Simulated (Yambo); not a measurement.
G0W0@LDA for AlPO4 (space group P6_3mc, No. 186) in Yambo. Reference settings: 3×3×1 Γ-centred k mesh, 297 bands and a 7 Ry block in the screening, 297 bands in G with the Bruneval-Gonze terminator, plasmon pole fitted at 27.2 eV. The LDA gap Γ → Γ on this mesh is 5.34 eV; G0W0 gaps are taken between the same points.

Gap (Γ → Γ) in eV against the number of bands and the screening block, terminator on:

```json
[
 {"bands (W and G)": "70", "2 Ry": "9.379", "3 Ry": "8.998", "4 Ry": "8.938", "6 Ry": "8.886", "7 Ry": "8.913"},
 {"bands (W and G)": "110", "2 Ry": "9.013", "3 Ry": "8.661", "4 Ry": "8.618", "6 Ry": "8.592", "7 Ry": "8.629"},
 {"bands (W and G)": "164", "2 Ry": "8.885", "3 Ry": "8.548", "4 Ry": "8.520", "6 Ry": "8.520", "7 Ry": "8.567"},
 {"bands (W and G)": "230", "2 Ry": "8.839", "3 Ry": "8.507", "4 Ry": "8.489", "6 Ry": "8.506", "7 Ry": "8.558"},
 {"bands (W and G)": "297", "2 Ry": "8.821", "3 Ry": "8.491", "4 Ry": "8.475", "6 Ry": "8.504", "7 Ry": "8.559"}
]
```

Rough cost of the Yambo step against the reference (shared machines):

```
bands (W and G)  2 Ry  3 Ry  4 Ry  6 Ry  7 Ry
---------------  ----  ----  ----  ----  ----
70                1/8   1/8   1/7   1/5   1/5
110               1/6   1/5   1/5   1/3   1/3
164               1/4   1/4   1/3   1/2    ~1
230               1/3   1/3   1/2    ~1    ~1
297               1/2   1/2    ~1    ~1     1
```

At the largest block the last step in bands moves the gap by 0.001 eV; at the most bands the last step in the block moves it by 0.055 eV.

Geometry of the Materials Project entry, not relaxed at this level; primitive cell a = b = 5.2860 Å, c = 8.6294 Å, α = β = 90.00°, γ = 120.00°.
